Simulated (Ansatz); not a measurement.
Mg₃SnO:
```
CELL_PARAMETERS angstrom
      4.34806     0.00000     0.00000
      0.00000     4.34806     0.00000
      0.00000     0.00000     4.34806
ATOMIC_POSITIONS crystal
  Sn 0.00000 0.00000 0.00000
  O  0.50000 0.50000 0.50000
  Mg 0.50000 0.50000 0.00000
  Mg 0.50000 0.00000 0.50000
  Mg 0.00000 0.50000 0.50000
```

Relaxed with PBEsol. Special points in fractions of this cell's reciprocal vectors: Γ (0.000, 0.000, 0.000); X (0.000, 0.500, 0.000); M (0.500, 0.500, 0.000); R (0.500, 0.500, 0.500).

**Question.** List the band energies nearest the Fermi level at these points for PBEsol (plane waves, PAW; program Ansatz).

**Answer.** In eV from the Fermi level; about four levels below and three above (degenerate sets whole), none deeper than 8.9 eV; points with the same levels are listed once.

```tsv
k	below	above
Γ	-5.79 -5.79 -5.79 -0.34 -0.34 -0.34	0.62 0.62 1.78
X	-5.05 -4.87 -0.54 -0.54	1.85 3.14 3.40
M	-5.54 -2.55 -2.55 -0.59	0.56 2.66 2.99 2.99
R	-6.24 -6.24 -6.24 -3.45 -3.45 -3.45	1.61 1.61 1.61
```

Space group Pm-3m (anti-perovskite). The start of the workflow was typed in or built on a structure type; neither database checked (COD, Materials Project) lists it. Its standing as an ambient phase is unchecked. The PBEsol relaxation kept the symmetry of its start; its stability against distortions is not shown here. Spin–orbit coupling is left out wherever it is not named.

Potentials: the later of the program's two PAW sets.
